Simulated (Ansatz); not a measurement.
Y:
```
CELL_PARAMETERS angstrom
      3.59951     0.00000     0.00000
     -1.79975     3.11726     0.00000
      0.00000     0.00000     5.57928
ATOMIC_POSITIONS crystal
  Y  0.33333 0.66667 0.75000
  Y  0.66667 0.33333 0.25000
```

Relaxed with PBEsol. Special points in fractions of this cell's reciprocal vectors: Γ (0.000, 0.000, 0.000); M (0.500, 0.000, 0.000); K (0.333, 0.333, 0.000); A (0.000, 0.000, 0.500); L (0.500, 0.000, 0.500); H (0.333, 0.333, 0.500).

Task: List the band energies nearest the Fermi level at these points for PBEsol (plane waves, PAW; program Ansatz).

Result: In eV from the Fermi level; about four levels below and three above (degenerate sets whole), none deeper than 8.9 eV; points with the same levels are listed once.

| k | below | above |
|---|---|---|
| Γ | -4.72 -1.91 | 1.14 1.77 1.77 |
| M | -1.69 -1.27 -0.86 -0.04 | 1.44 1.53 2.21 |
| K | -0.80 -0.67 -0.67 -0.45 | 1.14 1.14 2.48 |
| A | -3.21 -3.21 | 1.03 1.03 1.67 1.67 1.67 1.67 |
| L | -1.71 -1.71 | 0.09 0.09 1.52 1.52 |
| H | -0.40 -0.40 -0.40 -0.40 | 0.48 0.48 2.87 2.87 |

Space group P6_3/mmc (hcp (Mg type)). Symmetry was held in the PBEsol relaxation. The run is not spin-polarised. Scalar-relativistic: spin–orbit coupling is off unless named, which matters more the heavier the elements.

Potentials: the earlier of the program's two PAW sets. The files were generated under PBE; for other functionals the program regenerates the frozen cores, and for LDA and PBEsol the local potential too.
